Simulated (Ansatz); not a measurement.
How the vibrations of SbAs change with volume

Theory: Ansatz, DFT LDA, scalar-relativistic, plane waves, PAW. Settings: 420 eV plane-wave cutoff, Γ-centred 12×12×12 mesh, Fermi-Dirac smearing of 0.15 eV. No spin polarisation. Phonons by linear response, acoustic sum rule imposed.

Relaxed structure:
```
Sb As
1.0
     2.02498    1.16912    3.30635
    -2.02498    1.16912    3.30635
     0.00000   -2.33825    3.30635
Sb As
1 1
Direct
  0.50000 0.50000 0.50000
  0.00000 0.00000 0.00000
```

In a metal, frequencies depend on the k mesh and the smearing, soft modes most.

Cells at 0.98 and 1.02 times the equilibrium volume were relaxed in shape and atoms; γ = −d ln ν / d ln V, modes matched by rank.

(1) Give the optical frequencies at Γ (cm⁻¹) at the three volumes and the mode Grüneisen parameters.

(2) What pressures hold the two strained cells, and what bulk modulus follows?

## Answers

(1)
| 0.98 V | V | 1.02 V | γ | degeneracy |
| --- | --- | --- | --- | --- |
| 112i | 122i | 130i | – | 3 |

i marks imaginary modes: the cell is unstable against these displacements at all three volumes, and γ isn't given for them.

(2) 1.66 GPa at 0.98 V and -1.48 GPa at 1.02 V, so B = −dP/d ln V ≈ 78 GPa.